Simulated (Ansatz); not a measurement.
The start is a generated trial cell of Ba in the AFLOW prototype A_oC8_64_f (A11, as in Ga). The structure is fully relaxed (lattice and positions, P = 0) with PBEsol (plane waves to 420 eV, PAW, scalar-relativistic; Ansatz, an electronic-structure program). The first steps use a coarse 6×6×5 k-mesh.

Input geometry:
```
Ba
1.0
    3.34227    -5.66110     0.00000
    3.34227     5.66110     0.00000
    0.00000     0.00000     6.68603
Ba
4
Direct
  0.34510   0.65490   0.58100
  0.65490   0.34510   0.41900
  0.84510   0.15490   0.91900
  0.15490   0.84510   0.08100
```

| Item | Value |
|---|---|
| Largest initial force | 0.08 eV/Å, on Ba1, Ba2, Ba3, Ba4 (atoms numbered as listed) |
| Volume change | -8.9 %, from 63.25 to 57.62 Å³/atom |
| Band gap at the end | zero (metallic) |
| Optimiser moves | 20 |

The end point of the relaxation:

Space group Fmmm (No. 69); a = 4.3407 Å, b = 7.0878 Å, c = 14.9825 Å, α = 90.00°, β = 90.00°, γ = 90.00°

```json
[
 {"atom": "Ba", "site": "8i", "symmetry": "mm2", "x": "0.0000", "y": "0.0000", "z": "0.1286"}
]
```
(The calculation used a cell of 2 atoms; values per cell refer to that cell.)

Final values are on a 13×13×13 k-mesh of the relaxed cell. No spin polarisation in the result.

The run could not lose the symmetry of its start: the end is stationary, and may be a saddle point rather than a minimum.

The relaxed structure here is a generated cell of Ba: the first start was made by placing the elements on the sites of a structure type, and the end was not matched to a known phase here, so it may be hypothetical. Known forms of Ba include space group No. 229.
